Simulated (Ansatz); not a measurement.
FeSi₂:
```xyz
3
Lattice="2.6599 0.0000 0.0000 0.0000 2.6599 0.0000 0.0000 0.0000 5.0656" Properties=species:S:1:pos:R:3 pbc="T T T"
Fe     0.0000     0.0000     0.0000
Si     1.3300     1.3300     3.6916
Si     1.3300     1.3300     1.3739
```

Relaxed with LDA. Special points in fractions of this cell's reciprocal vectors: Γ (0.000, 0.000, 0.000); X (0.000, 0.500, 0.000); M (0.500, 0.500, 0.000); Z (0.000, 0.000, 0.500); R (0.000, 0.500, 0.500); A (0.500, 0.500, 0.500).

Question: List the band energies nearest the Fermi level at these points for the program Ansatz at the LDA level (PAW).

Answer: In eV from the Fermi level; about four levels below and three above (degenerate sets whole), none deeper than 8.9 eV; points with the same levels are listed once.

| k | below | above |
|---|---|---|
| Γ | -1.73 -1.58 -1.58 -0.64 | 4.63 4.63 6.67 |
| X | -3.84 -3.33 -2.16 -1.15 | 0.10 1.57 2.35 |
| M | -4.51 -4.51 -3.28 -2.35 | 0.16 0.59 2.65 |
| Z | -2.36 -1.63 -1.63 -0.64 | 2.62 5.79 5.79 |
| R | -3.26 -2.56 -2.15 -1.16 | 0.61 2.43 4.98 |
| A | -4.53 -3.32 -3.32 -1.88 | 0.16 0.39 0.39 |

Space group P4/mmm. The first step of the workflow began from a Materials Project structure, measured or hypothetical; the Crystallography Open Database files this formula in space group No. 123, but the cells were not matched. Whether it is the stable phase at ambient conditions was not checked. Symmetry was held in the LDA relaxation; of distortions, only those at the zone centre were tested. No spin polarisation was allowed.

Potentials: the later of the program's two PAW sets.
